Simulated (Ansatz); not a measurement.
RbCl:
```xyz
2
Lattice="0.0000 3.3495 3.3495 3.3495 0.0000 3.3495 3.3495 3.3495 0.0000" Properties=species:S:1:pos:R:3 pbc="T T T"
Rb     0.0000     0.0000     0.0000
Cl     3.3495     3.3495     3.3495
```

Relaxed with PBE.

Question: Give the Bader charges and basin volumes of the independent atoms, PBE in the plane-wave PAW code Ansatz.

Answer: 

| atom | Bader charge (e) | Bader volume (Å³) |
|---|---|---|
| Rb1 | +0.85 | 30.3 |
| Cl2 | -0.85 | 41.6 |

Space group Fm-3m (rock salt). The cell was relaxed with PBE under the symmetry of its start.

Potentials: the later of the program's two PAW sets.
